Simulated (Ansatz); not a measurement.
## Hf (hcp, Mg type): energy over volume and axial ratio

Hf (hcp, Mg type), conventional cell a = b = 3.1591 Å, c = 4.9999 Å, α = β = 90.00°, γ = 120.00°. The calculation uses the primitive cell of 2 atoms, to which meshes and values per cell refer.

Grid over V/V₀ and (c/a)/(c/a)₀, subscript 0 meaning the relaxed cell; the conventional c axis lies along z; no internal relaxation.

Computed with PBEsol (plane waves to 420 eV, PAW, scalar-relativistic; Ansatz, a quantum-chemistry and plane-wave program). k mesh 17×17×9 (Γ-centred), Fermi-Dirac smearing 0.05 eV. E stands for the smeared free energy. Compression counts positive. With partly filled bands, the response to shear is sensitive to the k mesh, so small differences along c/a are uncertain. Hf is run without spin polarisation. Hf was relaxed with its symmetry unable to fall. Spin-orbit coupling is left out, though Hf is heavy. ΔE is measured from the relaxed starting cell.

ΔE (eV/atom), with V/V₀ across and (c/a)/(c/a)₀ down:

| (c/a)/(c/a)₀ \ V/V₀ | 0.960 | 0.973 | 0.987 | 1.000 | 1.013 | 1.027 | 1.040 |
|---|---|---|---|---|---|---|---|
| 0.880 | 0.111 | 0.101 | 0.095 | 0.092 | 0.091 | 0.093 | 0.097 |
| 0.920 | 0.057 | 0.048 | 0.043 | 0.040 | 0.040 | 0.043 | 0.048 |
| 0.960 | 0.024 | 0.016 | 0.011 | 0.010 | 0.011 | 0.014 | 0.020 |
| 1.000 | 0.013 | 0.006 | 0.001 | 0.000 | 0.001 | 0.005 | 0.012 |
| 1.040 | 0.021 | 0.014 | 0.010 | 0.009 | 0.010 | 0.014 | 0.021 |
| 1.080 | 0.045 | 0.038 | 0.034 | 0.033 | 0.034 | 0.038 | 0.044 |
| 1.120 | 0.081 | 0.074 | 0.070 | 0.068 | 0.070 | 0.073 | 0.080 |

σzz (GPa), with V/V₀ across and (c/a)/(c/a)₀ down:

```
(c/a)/(c/a)₀ \ V/V₀  0.960  0.973  0.987  1.000  1.013  1.027  1.040
-------------------  -----  -----  -----  -----  -----  -----  -----
0.880                 17.0   14.9   12.9   11.1    9.3    7.6    6.0
0.920                 13.6   11.5    9.5    7.7    5.9    4.3    2.7
0.960                  9.2    7.3    5.4    3.7    2.1    0.6   -0.9
1.000                  5.1    3.3    1.6    0.0   -1.5   -2.9   -4.3
1.040                  1.5   -0.2   -1.8   -3.3   -4.7   -6.1   -7.3
1.080                 -1.6   -3.2   -4.7   -6.2   -7.5   -8.7   -9.9
1.120                 -3.7   -5.3   -6.8   -8.3   -9.6  -10.9  -12.0
```

Read from the data:

- Modulus against c/a change at fixed volume, (3/4V)·∂²E/∂(ln c/a)² (fit, atoms clamped) = 65 GPa
- Lowest place on the grid = V/V₀ = 1.000, (c/a)/(c/a)₀ = 1.000 (0 meV/atom)
- Highest place on the grid = V/V₀ = 0.960, (c/a)/(c/a)₀ = 0.880 (111 meV/atom)

The 49 points together took roughly 11 core-minutes.

(Under strain, the slope of the energy per volume gives the stress and its curvature an elastic modulus.)
